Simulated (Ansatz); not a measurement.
ZnO (wurtzite)

```
ZnO
1.0
    3.27991     0.00000     0.00000
   -1.63996     2.84049     0.00000
    0.00000     0.00000     5.29408
Zn O
2 2
Direct
  0.66667   0.33333   0.00214
  0.33333   0.66667   0.50214
  0.66667   0.33333   0.62306
  0.33333   0.66667   0.12306
```

The slice is a (1 -1 0 0) plane (indices of the conventional cell) through the point (0.667, 0.333, 0.623) (fractional), spanned by u = [110] and v = [001] in vectors of this cell: u (3.28 Å) and v (5.29 Å, at 90° to u). It covers one period; positions are fractions (u, v).

These are PBE (plane waves to 420 eV, PAW, scalar-relativistic; Ansatz, an electronic-structure program) values and carry that method's errors. k mesh 12×12×6. Near the nuclei the fields are pseudised (PAW); where an atom keeps semicore shells as valence, they peak there. The PAW data are Ansatz's earlier set. ZnO was relaxed with its symmetry unable to fall.

### Question
Around which element is the density of the highest valence band (whole band, smooth part) largest on this plane?

### Answer
O. Mean over a disc round each atom, of radius 0.45 times the shortest bond: O 0.141, Zn 0.009 e/Å³.

### Question
Around which element is the density of the lowest conduction band (whole band as if filled, smooth part) largest on this plane?

### Answer
O. Mean over a disc round each atom, of radius 0.45 times the shortest bond: O 0.101, Zn 0.025 e/Å³.

### Question
What is the valence density on the shortest Zn–O line in this plane (2.01 Å), at its minimum between the atoms?

### Answer
0.55 e/Å³.

### Question
Sketch the density of the lowest conduction band (whole band as if filled, smooth part) on this plane as a map.

### Answer
```
v \ u   0.00   0.10   0.20   0.30   0.40   0.50   0.60   0.70   0.80   0.90
-----  -----  -----  -----  -----  -----  -----  -----  -----  -----  -----
0.94   0.210  0.153  0.033  0.013  0.034  0.045  0.034  0.013  0.033  0.153
0.84   0.011  0.010  0.016  0.036  0.057  0.065  0.057  0.036  0.016  0.010
0.75   0.026  0.029  0.036  0.046  0.054  0.057  0.054  0.046  0.036  0.029
0.66   0.042  0.040  0.036  0.030  0.025  0.023  0.025  0.030  0.036  0.040
0.56   0.052  0.046  0.031  0.016  0.010  0.010  0.010  0.016  0.031  0.046
0.47   0.008  0.017  0.030  0.019  0.010  0.010  0.010  0.019  0.030  0.017
0.38   0.030  0.002  0.029  0.041  0.024  0.018  0.024  0.041  0.029  0.002
0.28   0.006  0.023  0.060  0.057  0.042  0.036  0.042  0.057  0.060  0.023
0.19   0.017  0.021  0.030  0.035  0.036  0.036  0.036  0.035  0.030  0.021
0.09   0.115  0.076  0.018  0.012  0.024  0.029  0.024  0.012  0.018  0.076
0.00   0.333  0.279  0.070  0.009  0.024  0.034  0.024  0.009  0.070  0.279
```

Values: density of the lowest conduction band (whole band as if filled, smooth part) in e/Å³.
